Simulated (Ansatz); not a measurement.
Consider the following.

BiB:
```
BiB
1.0
    3.34887     0.00000     0.00000
    0.00000     3.34887     0.00000
    0.00000     0.00000     3.34887
B Bi
1 1
Cartesian
  0.00000   0.00000   0.00000
  1.67443   1.67443   1.67443
```

This is the r²SCAN-relaxed structure.

All from r²SCAN in the plane-wave PAW code Ansatz, unless another level is named. Predict the electronic character.

metallic (no gap).

Next, the formation energy from the elements (no fitted shifts)?

1.71 eV/atom.

And the density of states at the Fermi level?

0.51 states/eV per atom (mean over ±0.08 eV).

Space group Pm-3m (CsCl type). The cell is a constructed one: a structure type filled with these elements; neither database checked (COD, Materials Project) lists it. Whether it is the stable phase at ambient conditions was not checked. The r²SCAN relaxation kept the symmetry of its start; whether a distortion lowers the energy is not shown. The references are the lowest solids computed at this level, not always the standard phases. Scalar-relativistic: spin–orbit coupling is off unless named, which matters more the heavier the elements.

Potentials: the later of the program's two PAW sets.
